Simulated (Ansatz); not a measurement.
TiO2 (anatase)

```xyz
6
Lattice="-1.8994 1.8994 4.8504 1.8994 -1.8994 4.8504 1.8994 1.8994 -4.8504" Properties=species:S:1:pos:R:3 pbc="T T T"
Ti     0.0000     0.0000     4.8504
Ti     1.8994     0.0000     2.4252
O      0.0000     0.0000     2.8476
O      1.8994     0.0000     0.4224
O      1.8994     0.0000     4.4280
O      0.0000     0.0000     6.8532
```

Equation-of-state scan: isotropic scaling of the cell above, V₀ being its volume. The atoms relax within the cell's symmetry.

Level of theory: PBE (plane waves to 420 eV, PAW, scalar-relativistic; Ansatz, a quantum-chemistry and plane-wave program). k mesh 12×12×12 (Γ-centred), Fermi-Dirac smearing 0.05 eV. Compression counts positive. TiO2 is run without spin polarisation. TiO2 was relaxed with its symmetry unable to fall.

At one point of the scan the stress tensor (GPa) is:

```
   14.7      0.0      0.0
    0.0     14.7      0.0
    0.0      0.0     10.9
```

### Question
Which point is it?
A) V/V₀ = 0.900
B) V/V₀ = 0.980
C) V/V₀ = 0.940
D) V/V₀ = 0.920

### Answer
C, V/V₀ = 0.940

(A scan under strain: stresses follow from slopes of the energy per volume, elastic moduli from its curvatures.)
